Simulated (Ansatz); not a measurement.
Ga₂O₃ (beta-Ga2O3 type, space group C2/m)

```xyz
10
Lattice="6.2276 -1.5417 0.0000 6.2276 1.5417 0.0000 -1.3923 0.0000 5.7103" Properties=species:S:1:pos:R:3 pbc="T T T"
Ga     0.0133     0.0000     4.5380
Ga    11.0496     0.0000     1.1723
Ga     7.7644     0.0000     1.7940
Ga     3.2986     0.0000     3.9164
O      1.8842     0.0000     0.6235
O      9.1787     0.0000     5.0868
O      1.3778     0.0000     3.2227
O      9.6851     0.0000     2.4876
O      5.8207     0.0000     1.4659
O      5.2422     0.0000     4.2444
```

The slice is a (100) plane (indices of the conventional cell) through the point (0.910, 0.910, 0.205) (fractional), spanned by u = [1 -1 0] and v = [001] in vectors of this cell: u (3.08 Å) and v (5.88 Å, at 90° to u). It covers one period; positions are fractions (u, v).

Method: PBE (plane waves to 420 eV, PAW, scalar-relativistic; Ansatz, a first-principles code). k mesh 11×11×6. Inside the PAW spheres the values are not all-electron values, and peaks at nuclei hang on which shells count as valence. Ga2O3 was relaxed with its symmetry unable to fall.

Three fields on this plane, each scaled to ten steps between its own extremes (0 low, 9 high; the total valence density on a logarithmic scale, the potential cut 8 eV below its top; x marks points blanked near nuclei; v = 0 in the bottom row):

Map A
```
|xxxx00466400xxx|
|xxxx01577510xxx|
|xxx0046886400xx|
|000036888863000|
|002468899886420|
|556789999998765|
|778999999999987|
|888998877889988|
|889987655678998|
|999875322357899|
|998752000025789|
|998630000003689|
|987520000002578|
|887510000001578|
|887520000002578|
|998641000014689|
|999864311346899|
|999987655678999|
|999998877889999|
|889999999999998|
|778999999999987|
|556789999998765|
|002468999986420|
|000036899863000|
|xxx0046886400xx|
|xxxx01577510xxx|
|xxxx00466400xxx|
|xxxx00455400xxx|
```

Map B
```
|xxxx76433467xxx|
|xxxx65433456xxx|
|xxx5543333455xx|
|233333222233333|
|001111111111110|
|000001111110000|
|000000000000000|
|000000111100000|
|000001122110000|
|000012344321000|
|000124566542100|
|001246788764210|
|012357899875321|
|112468999986421|
|112467999976421|
|112356888865321|
|001235677653210|
|000123444432100|
|000012233221000|
|000001111110000|
|000001111110000|
|111111111111111|
|222222111122222|
|555443211234455|
|xxx7543223457xx|
|xxxx75333357xxx|
|xxxx86433468xxx|
|xxxx86433468xxx|
```

Map C
```
|xxxx97666679xxx|
|xxxx86555568xxx|
|xxx8654444568xx|
|998653222235689|
|887542111124578|
|887542100124578|
|987642100124678|
|987642211224678|
|887543333334578|
|766544455444566|
|555445677654455|
|333456888865433|
|223457899875432|
|112357999975321|
|112357899875321|
|222346777764322|
|333334566543333|
|444333344333344|
|554332222223345|
|665421100112456|
|765421000012456|
|765431000013456|
|776532111123567|
|997643333334679|
|xxx8654444568xx|
|xxxx86666668xxx|
|xxxx97766779xxx|
|xxxx97777779xxx|
```

**Question.** Assign the maps to these fields: density of the lowest conduction band (whole band as if filled, smooth part); valence electron density; electrostatic potential energy of an electron, from the cell's mean.

**Answer.** A is the electrostatic potential energy of an electron, from the cell's mean; B is the density of the lowest conduction band (whole band as if filled, smooth part); C is the valence electron density.
